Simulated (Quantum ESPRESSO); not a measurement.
pw.x input (Quantum ESPRESSO 7.5; PBEsol, PseudoDojo standard norm-conserving files, scalar-relativistic):

```
&CONTROL
  calculation = 'scf'
  pseudo_dir = './pseudo'
  outdir = './out'
  tprnfor = .true.
  tstress = .true.
/
&SYSTEM
  ibrav = 0
  nat = 12
  ntyp = 2
  ecutwfc = 84.0
  ecutrho = 336.0
  occupations = 'smearing'
  smearing = 'fd'
  degauss = 0.002
  nbnd = 38
/
&ELECTRONS
  conv_thr = 1.2e-09
/
ATOMIC_SPECIES
O 15.9990 O.upf
Si 28.0850 Si.upf
CELL_PARAMETERS angstrom
  4.975590000000   0.000000000000   0.000000000000
  0.000000000000   4.975590000000   0.000000000000
  0.000000000000   0.000000000000   6.900890000000
ATOMIC_POSITIONS crystal
O   0.610390000000   0.738240000000   0.682040000000
O   0.761760000000   0.110390000000   0.432040000000
O   0.389610000000   0.261760000000   0.182040000000
O   0.238240000000   0.889610000000   0.932040000000
O   0.110390000000   0.761760000000   0.567960000000
O   0.261760000000   0.389610000000   0.817960000000
O   0.889610000000   0.238240000000   0.067960000000
O   0.738240000000   0.610390000000   0.317960000000
Si   0.196750000000   0.196750000000   0.000000000000
Si   0.303250000000   0.696750000000   0.750000000000
Si   0.803250000000   0.803250000000   0.500000000000
Si   0.696750000000   0.303250000000   0.250000000000
K_POINTS automatic
6 6 4 0 0 0
```

End of the output:

```

[...]
     the Fermi energy is     4.0133 ev
!    total energy              =    -298.82658169 Ry
     estimated scf accuracy    <          6.9E-10 Ry
     smearing contrib. (-TS)   =       0.00000000 Ry
     internal energy E=F+TS    =    -298.82658169 Ry
     The total energy is F=E-TS. E is the sum of the following terms:
     one-electron contribution =    -174.70683170 Ry
     hartree contribution      =     118.94499036 Ry
     xc contribution           =     -79.85006092 Ry
     ewald contribution        =    -163.21467944 Ry
     convergence has been achieved in  12 iterations
     Forces acting on atoms (cartesian axes, Ry/au):
     atom    1 type  1   force =     0.00206449   -0.00087047    0.00295571
     atom    2 type  1   force =     0.00087047    0.00206449    0.00295571
     atom    3 type  1   force =    -0.00206449    0.00087047    0.00295571
     atom    4 type  1   force =    -0.00087047   -0.00206449    0.00295571
     atom    5 type  1   force =     0.00206449    0.00087047   -0.00295571
     atom    6 type  1   force =     0.00087047   -0.00206449   -0.00295571
     atom    7 type  1   force =    -0.00206449   -0.00087047   -0.00295571
     atom    8 type  1   force =    -0.00087047    0.00206449   -0.00295571
     atom    9 type  2   force =     0.00170160    0.00170160    0.00000000
     atom   10 type  2   force =    -0.00170160    0.00170160    0.00000000
     atom   11 type  2   force =    -0.00170160   -0.00170160   -0.00000000
     atom   12 type  2   force =     0.00170160   -0.00170160   -0.00000000
     Total force =     0.011542     Total SCF correction =     0.000024
     Computing stress (Cartesian axis) and pressure
          total   stress  (Ry/bohr**3)                   (kbar)     P=       15.79
   0.00010310   0.00000000   0.00000000           15.17        0.00        0.00
   0.00000000   0.00010310   0.00000000            0.00       15.17        0.00
   0.00000000   0.00000000   0.00011573            0.00        0.00       17.02
```
In a gapped system the printed Fermi energy is only some level inside the gap.

Geometry of the Materials Project entry, not relaxed at this level.
